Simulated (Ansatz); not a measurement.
# RbAl11O17 — Al-27 nuclear quadrupole resonance

Cell: a Materials Project structure (computed, not necessarily an observed phase), taken as it stands.

```cif
data_RbAl11O17
_symmetry_space_group_name_H-M 'P6_3/mmc'
_symmetry_Int_Tables_number 194
_cell_length_a 5.5927
_cell_length_b 5.5927
_cell_length_c 22.8382
_cell_angle_alpha 90.000
_cell_angle_beta 90.000
_cell_angle_gamma 120.000
loop_
_atom_site_label
_atom_site_type_symbol
_atom_site_symmetry_multiplicity
_atom_site_Wyckoff_symbol
_atom_site_fract_x
_atom_site_fract_y
_atom_site_fract_z
Rb Rb 2 d 0.6667 0.3333 0.2500
Al3 Al 12 k 0.8327 0.6653 0.3948
Al5 Al 4 f 0.6667 0.3333 0.6749
Al6 Al 4 f 0.6667 0.3333 0.5249
Al8 Al 2 a 0.0000 0.0000 0.5000
O25 O 12 k 0.8433 0.6865 0.5491
O27 O 12 k 0.5014 0.4986 0.3565
O29 O 2 c 0.6667 0.3333 0.7500
O31 O 4 e 0.0000 0.0000 0.6399
O32 O 4 f 0.6667 0.3333 0.4454
```

One atom of each set is listed.

Computed with Ansatz: DFT, PBE, plane waves and PAW, scalar-relativistic, 420 eV cutoff, Γ-centred 5×5×1 k-points, Fermi–Dirac smearing 0.02 eV.

Al-27: I = 5/2, Q = 146.6 mb (year-2017 value). Static lattice, zero field.

Problem. Predict the zero-field Al-27 lines of each site.

Solution. For I = 5/2 and η = 0 the lines are 3|C_Q|/20 and twice that; η pulls their ratio below 2.

```
site  atoms  V_zz (10²¹ V/m²)  C_Q (MHz)     η  line frequencies (MHz)
 Al3     12              1.53       5.43  0.56              1.06, 1.54
 Al5      4             -2.30      -8.14  0.00              1.22, 2.44
 Al6      4              0.76       2.68  0.00            0.403, 0.805
 Al8      2              0.29       1.02  0.00            0.153, 0.306
```

An axis of threefold or higher order runs through Al5, Al6 and Al8, so V_zz lies along it and η is zero.

At this cell the PBE pressure is 6 GPa, so with PBE the cell would grow if it were relaxed. The entry's cell may itself be off. The largest force is 0.4 eV/Å, so the atoms aren't at the calculated equilibrium and relaxing them would move these values.
